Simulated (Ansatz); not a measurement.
SnO:
```xyz
2
Lattice="0.0000 2.7053 2.7053 2.7053 0.0000 2.7053 2.7053 2.7053 0.0000" Properties=species:S:1:pos:R:3 pbc="T T T"
O      1.3526     1.3526     1.3526
Sn     0.0000     0.0000     0.0000
```

Relaxed with r²SCAN. Special points in fractions of this cell's reciprocal vectors: Γ (0.000, 0.000, 0.000); X (0.500, 0.000, 0.500); U (0.625, 0.250, 0.625); K (0.375, 0.375, 0.750); L (0.500, 0.500, 0.500); W (0.500, 0.250, 0.750).

### Question
List the band energies nearest the Fermi level at these points for r²SCAN in the plane-wave PAW code Ansatz.

### Answer
In eV from the Fermi level; about four levels below and three above (degenerate sets whole), none deeper than 8.9 eV; … stands for higher levels left out; points with the same levels are listed once.

| k | below | above |
|---|---|---|
| Γ | -6.45 -3.98 -3.98 -3.98 | … |
| X | -5.18 -5.18 -0.57 -0.13 | … |
| U | -8.02 -5.82 -4.93 -0.31 | 0.82 3.59 … |
| L | -8.32 -4.41 -4.41 -2.42 | 1.76 … |
| W | -7.97 -5.57 -5.52 | 0.06 1.42 2.79 |

Space group F-43m (zinc blende). The start of the workflow was typed in or built on a structure type; neither database checked (COD, Materials Project) lists it. It is not the phase usual at ambient conditions (space group No. 129). The r²SCAN relaxation kept the symmetry of its start. At this level the phase is mechanically unstable. The volume moved by 18 % from the start of the relaxation. Scalar-relativistic: spin–orbit coupling is off unless named, which matters more the heavier the elements.

Potentials: the earlier of the program's two PAW sets.
